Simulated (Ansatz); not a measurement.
# Relaxing aluminium (diamond)

These are results of DFT, BLYP, plane waves (420 eV) with PAW, scalar-relativistic (Ansatz), not measurements. The PAW files were generated under PBE, with cores re-solved for the functional.

k-point mesh 10×10×10, Fermi-Dirac smearing 0.1 eV, no spin polarisation. Cell and atoms relax.

Starting structure:

```yaml
crystal:
  lattice:
    - [0.0, 2.8194727963, 2.8194727963]
    - [2.8194727963, 0.0, 2.8194727963]
    - [2.8194727963, 2.8194727963, 0.0]
  atoms:
    - { symbol: Al, position: [0.125, 0.125, 0.125] }
    - { symbol: Al, position: [0.875, 0.875, 0.875] }
hamiltonian:
  xc: blyp
  pseudopotentials:
    kind: paw
    azcp:
      Al: "pseudopotentials/Al.paw.azcp"
basis:
  ecutwfc: 420
  fft_grid_basis: typed
kpoints:
  mp_grid: { grid: [10, 10, 10], shift: [0, 0, 0] }
magnetization:
  spin_polarized: false
scf:
  occupations: { method: fermi_dirac, width: 0.1 }
relax:
  max_steps: 60
  f_tol: 0.01
  cell: {}
```

**Question.** What cell does the relaxation end in?

**Answer.** Fd-3m with a = 6.158 Å; 29.19 Å³ per atom against 22.41 at the start (30.3 %).

**Question.** How much energy does the relaxation gain?

**Answer.** 239.7 meV per atom.
